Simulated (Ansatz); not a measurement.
Hg₂WO₄:
```yaml
crystal:
  lattice:
    - [4.37435, 5.77587, 0.00000]
    - [-4.37435, 5.77587, 0.00000]
    - [-2.05271, 0.00000, 4.47344]
  atoms:
    - { symbol: Hg, position: [0.24967, 0.53033, 0.01993] }
    - { symbol: Hg, position: [0.75033, 0.46967, 0.98007] }
    - { symbol: Hg, position: [0.53033, 0.24967, 0.48007] }
    - { symbol: Hg, position: [0.46967, 0.75033, 0.51993] }
    - { symbol: W, position: [0.90137, 0.90137, 0.25000] }
    - { symbol: W, position: [0.09863, 0.09863, 0.75000] }
    - { symbol: O, position: [0.94977, 0.66227, 0.20242] }
    - { symbol: O, position: [0.05023, 0.33773, 0.79758] }
    - { symbol: O, position: [0.66227, 0.94977, 0.29758] }
    - { symbol: O, position: [0.33773, 0.05023, 0.70242] }
    - { symbol: O, position: [0.08346, 0.81832, 0.64939] }
    - { symbol: O, position: [0.91654, 0.18168, 0.35061] }
    - { symbol: O, position: [0.81832, 0.08346, 0.85061] }
    - { symbol: O, position: [0.18168, 0.91654, 0.14939] }
```

Relaxed with r²SCAN+D4.

### Question
Map the valence electron density (e/Å³), cut off at 2 on the plane through (0.250, 0.530, 0.020) spanned by u = [0, 0, 1] and v = [1, 1, 0] in lattice vectors, from plane-wave PAW r²SCAN+D4 (Ansatz code).

### Answer
x is the fraction of u, y of v (the angle between them is 90°; rows are the nearest grid lines); atoms in the plane: Hg at (0.00, 0.00), Hg at (0.50, 0.22), O at (0.78, 0.80), O at (0.28, 0.42).
```
y \ x   0.000  0.0800  0.200  0.280  0.360  0.440  0.560  0.640  0.720  0.800  0.920   1.00
------  -----  ------  -----  -----  -----  -----  -----  -----  -----  -----  -----  -----
1.00     2.00    2.00  0.827  0.157  0.046  0.019  0.014  0.032  0.133  0.813   2.00   2.00
0.925    1.63   0.986  0.189  0.066  0.030  0.017  0.016  0.034  0.080  0.203  0.972   1.63
0.850   0.131   0.050  0.022  0.017  0.016  0.022  0.115  0.489   1.77   2.00  0.512  0.131
0.775   0.156   0.049  0.051  0.072  0.080  0.082  0.270   1.06   2.00   2.00  0.820  0.156
0.700   0.058   0.097  0.800   2.00   2.00   1.11  0.315  0.307  0.290  0.222  0.093  0.058
0.625   0.190   0.141   1.03   2.00   2.00   1.26  0.196  0.211  0.529  0.980  0.521  0.190
0.550   0.705   0.266  0.198  0.182  0.139  0.085  0.094  0.406   2.00   2.00   2.00  0.705
0.450   0.127   0.362   2.00   2.00   2.00  0.482  0.060  0.046  0.068  0.094  0.094  0.127
0.375   0.048   0.186   1.69   2.00   1.73  0.404  0.058  0.029  0.018  0.015  0.020  0.048
0.300   0.014   0.021  0.071  0.156  0.381  0.875  0.884  0.372  0.125  0.049  0.018  0.014
0.225   0.013   0.016  0.089  0.493   2.00   2.00   2.00   2.00  0.510  0.112  0.023  0.013
0.150   0.046   0.044  0.065  0.165  0.560   1.71   1.74  0.597  0.184  0.072  0.045  0.046
0.0750   1.67    1.04  0.213  0.083  0.052  0.052  0.053  0.051  0.075  0.192  0.999   1.67
0.000    2.00    2.00  0.827  0.157  0.046  0.019  0.014  0.032  0.133  0.813   2.00   2.00
```

The density is the valence pseudo-density with augmentation charge, so density and ELF within about 1 Å of a nucleus are not all-electron values.

Space group C2/c. The workflow started from a Materials Project entry (that database holds measured and hypothetical structures alike); the Crystallography Open Database copy checked does not list it. Whether it is the stable phase at ambient conditions was not checked. Symmetry was held in the r²SCAN+D4 relaxation; whether a distortion lowers the energy is not shown. No spin polarisation was allowed. No Hubbard U is applied. Spin–orbit coupling is left out wherever it is not named.

Potentials: the later of the program's two PAW sets.
